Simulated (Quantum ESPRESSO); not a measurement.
# InW3Pt2Nb2: input and log of a self-consistent run

A calculation, not a measurement. The program is pw.x of Quantum ESPRESSO 7.5 (plane-wave density functional theory). The cell is made up: eight metal atoms on a hexagonal close-packed lattice, with elements, volume, strain and displacements drawn at random and not relaxed, so it may be unstable or far from any real phase. PseudoDojo standard norm-conserving files set the functional (PBE unless stated); there is no spin polarisation or spin-orbit coupling, the Fermi-Dirac width of 0.25 eV means electrons at about 2900 K, and the masses in the input are unused placeholders. Heavy elements are run without spin-orbit coupling, which real alloys of them have. A spin test at this wide smearing found no moment, but such smearing suppresses magnetism that the real alloy may have.

Input:

```
&control calculation='scf', pseudo_dir='./dojo.nc.sr.pbe.v0_5.standard.upf', outdir='./o', disk_io='minimal', tprnfor=.true., tstress=.true. /
&system ibrav=0, nat=8, ntyp=4, nbnd=76, ecutwfc=84.00895049, nosym=.true., tot_charge=0,
 occupations='smearing', smearing='fd', degauss=0.0183746611
/
&electrons conv_thr=1.470e-08, electron_maxstep=70, mixing_beta=0.5 /
ATOMIC_SPECIES
In 1.0 In.upf
Nb 1.0 Nb.upf
Pt 1.0 Pt.upf
W 1.0 W.upf
CELL_PARAMETERS angstrom
2.7504 0.0362 4.6734
2.8482 -0.0603 -4.7318
-2.8202 4.9569 0.0791
ATOMIC_POSITIONS angstrom
In -0.0479 0.0157 -0.0439
W -1.3939 2.5679 -0.0337
Pt 2.8043 1.4266 -2.3859
Nb 1.3579 4.0635 -2.2404
Nb 2.7458 0.082 -0.0945
W 1.3582 2.509 -0.0571
W 2.6805 1.539 2.1736
Pt 1.3246 4.0422 2.4216
K_POINTS automatic
6 5 5 1 1 1
```

The log is shortened where brackets say so; the opening notice, blank lines, dates and the lines on written files are dropped, and the path of the files is cut. It prints rydbergs, bohrs and kilobars, and counts compression as positive stress. Its total energy is the free energy E - TS of the whole cell.

```
     Program PWSCF v.7.5
     Parallel version (MPI & OpenMP), running on       4 processor cores
     Number of MPI processes:                 4
     Threads/MPI process:                     1
     [start-up lines left out]
     bravais-lattice index     =            0
     lattice parameter (alat)  =      10.2476  a.u.
     unit-cell volume          =     878.3500 (a.u.)^3
     number of atoms/cell      =            8
     number of atomic types    =            4
     number of electrons       =       117.00
     number of Kohn-Sham states=           76
     kinetic-energy cutoff     =      84.0090  Ry
     charge density cutoff     =     336.0358  Ry
     scf convergence threshold =      1.5E-08
     mixing beta               =       0.5000
     number of iterations used =            8  plain     mixing
     Exchange-correlation= PBE
                           (   1   4   3   4   0   0   0)
     [axes and pseudopotential details left out]
   Cartesian axes
     site n.     atom                  positions (alat units)
         1        In     tau(   1) = (  -0.0088331   0.0028952  -0.0080955  )
         2        W      tau(   2) = (  -0.2570447   0.4735383  -0.0062145  )
         3        Pt     tau(   3) = (   0.5171321   0.2630748  -0.4399763  )
         4        Nb     tau(   4) = (   0.2504060   0.7493372  -0.4131451  )
         5        Nb     tau(   5) = (   0.5063443   0.0151214  -0.0174264  )
         6        W      tau(   6) = (   0.2504614   0.4626768  -0.0105296  )
         7        W      tau(   7) = (   0.4943025   0.2838021   0.4008267  )
         8        Pt     tau(   8) = (   0.2442653   0.7454093   0.4465596  )
     number of k points=    75  Fermi-Dirac smearing, width (Ry)=  0.0184
                       cart. coord. in units 2pi/alat
        k(    1) = (   0.1783813   0.2110462  -0.0099201), wk =   0.0266667
        k(    2) = (   0.1793022   0.4304036  -0.0121612), wk =   0.0266667
     [further k points left out]
     Dense  grid:    91397 G-vectors     FFT dimensions: (  60,  64,  64)
     Estimated max dynamical RAM per process >     433.84 MB
     Estimated total dynamical RAM >       1.63 GB
     Initial potential from superposition of free atoms
     starting charge     116.9896, renormalised to     117.0000
     Starting wfcs are   79 randomized atomic wfcs
     total cpu time spent up to now is        6.7 secs
     per-process dynamical memory:   363.2 Mb
     Self-consistent Calculation
     iteration #  1     ecut=    84.01 Ry     beta= 0.50
     Davidson diagonalization with overlap
     ethr =  1.00E-02,  avg # of iterations =  3.8
     total cpu time spent up to now is       23.6 secs
     total energy              =   -1358.34813600 Ry
     estimated scf accuracy    <       2.24033845 Ry
     iteration #  2     ecut=    84.01 Ry     beta= 0.50
     Davidson diagonalization with overlap
     ethr =  1.91E-03,  avg # of iterations =  2.8
     total cpu time spent up to now is       40.5 secs
     total energy              =   -1358.33126201 Ry
     estimated scf accuracy    <      10.51589204 Ry
     iteration #  3     ecut=    84.01 Ry     beta= 0.50
     Davidson diagonalization with overlap
     ethr =  1.91E-03,  avg # of iterations =  2.0
     total cpu time spent up to now is       55.9 secs
     total energy              =   -1359.38212008 Ry
     estimated scf accuracy    <       1.15524775 Ry
     iteration #  4     ecut=    84.01 Ry     beta= 0.50
     Davidson diagonalization with overlap
     ethr =  9.87E-04,  avg # of iterations =  1.1
     total cpu time spent up to now is       69.0 secs
     total energy              =   -1359.48809563 Ry
     estimated scf accuracy    <       0.03334653 Ry
     iteration #  5     ecut=    84.01 Ry     beta= 0.50
     Davidson diagonalization with overlap
     ethr =  2.85E-05,  avg # of iterations = 10.0
     total cpu time spent up to now is       90.9 secs
     total energy              =   -1359.49125538 Ry
     estimated scf accuracy    <       0.11896188 Ry
     [iterations 6 to 11 left out]
     iteration # 12     ecut=    84.01 Ry     beta= 0.50
     Davidson diagonalization with overlap
     ethr =  4.98E-09,  avg # of iterations =  3.2
     total cpu time spent up to now is      193.8 secs
     total energy              =   -1359.50252868 Ry
     estimated scf accuracy    <       0.00000494 Ry
     iteration # 13     ecut=    84.01 Ry     beta= 0.50
     Davidson diagonalization with overlap
     ethr =  4.22E-09,  avg # of iterations =  1.4
     total cpu time spent up to now is      208.0 secs
     total energy              =   -1359.50252936 Ry
     estimated scf accuracy    <       0.00000015 Ry
     iteration # 14     ecut=    84.01 Ry     beta= 0.50
     Davidson diagonalization with overlap
     ethr =  1.25E-10,  avg # of iterations =  4.0
     total cpu time spent up to now is      226.3 secs
     total energy              =   -1359.50252940 Ry
     estimated scf accuracy    <       0.00000005 Ry
     iteration # 15     ecut=    84.01 Ry     beta= 0.50
     Davidson diagonalization with overlap
     ethr =  4.02E-11,  avg # of iterations =  2.0
     total cpu time spent up to now is      241.3 secs
     total energy              =   -1359.50252940 Ry
     estimated scf accuracy    <       0.00000006 Ry
     iteration # 16     ecut=    84.01 Ry     beta= 0.50
     Davidson diagonalization with overlap
     ethr =  4.02E-11,  avg # of iterations =  1.6
     total cpu time spent up to now is      255.1 secs
     End of self-consistent calculation
     [lines on levels left out]
!    total energy              =   -1359.50252940 Ry
     estimated scf accuracy    <       0.00000001 Ry
     smearing contrib. (-TS)   =      -0.09864997 Ry
     internal energy E=F+TS    =   -1359.40387943 Ry
     The total energy is F=E-TS. E is the sum of the following terms:
     one-electron contribution =    -223.68217767 Ry
     hartree contribution      =     189.63052746 Ry
     xc contribution           =    -287.26928744 Ry
     ewald contribution        =   -1038.08294177 Ry
     convergence has been achieved in  16 iterations
     Forces acting on atoms (cartesian axes, Ry/au):
     atom    1 type  1   force =     0.01235448    0.02194533    0.03273620
     atom    2 type  4   force =     0.00840796   -0.02941153   -0.00477627
     atom    3 type  3   force =    -0.01824959    0.09259350   -0.00308844
     atom    4 type  2   force =    -0.01209576   -0.06855408   -0.06958952
     atom    5 type  2   force =     0.01148085   -0.03627853    0.02932721
     atom    6 type  4   force =    -0.01583607   -0.01289763    0.03412427
     atom    7 type  4   force =     0.02683858    0.04067091    0.02549891
     atom    8 type  3   force =    -0.01290045   -0.00806797   -0.04423236
     Total force =     0.174274     Total SCF correction =     0.000227
     Computing stress (Cartesian axis) and pressure
          total   stress  (Ry/bohr**3)                   (kbar)     P=      119.17
   0.00094770  -0.00011381   0.00002477          139.41      -16.74        3.64
  -0.00011381   0.00074196  -0.00017899          -16.74      109.15      -26.33
   0.00002477  -0.00017899   0.00074063            3.64      -26.33      108.95
     init_run     :      6.39s CPU      6.57s WALL (       1 calls)
     electrons    :    244.38s CPU    248.43s WALL (       1 calls)
     forces       :      2.73s CPU      2.75s WALL (       1 calls)
     stress       :      9.72s CPU      9.90s WALL (       1 calls)
     [timing details left out]
     PWSCF        :   4m23.31s CPU   4m27.78s WALL
     JOB DONE.
```

In other units: free energy -18496.974 eV for the cell, pressure 11.92 GPa, largest force component 2.381 eV/Å in size. The run took 269 s of wall time with four MPI processes on a shared machine (AMD EPYC, Zen 5, virtual cores), so the time is rough. A rerun of this cell at a higher cutoff and on a denser mesh moved values by no more than 0.004 eV in energy, 0.02 GPa in stress and 0.003 eV/Å in force, and a second program with other atomic files agreed on that cell to 2 % rms in force and 0.5 GPa in pressure.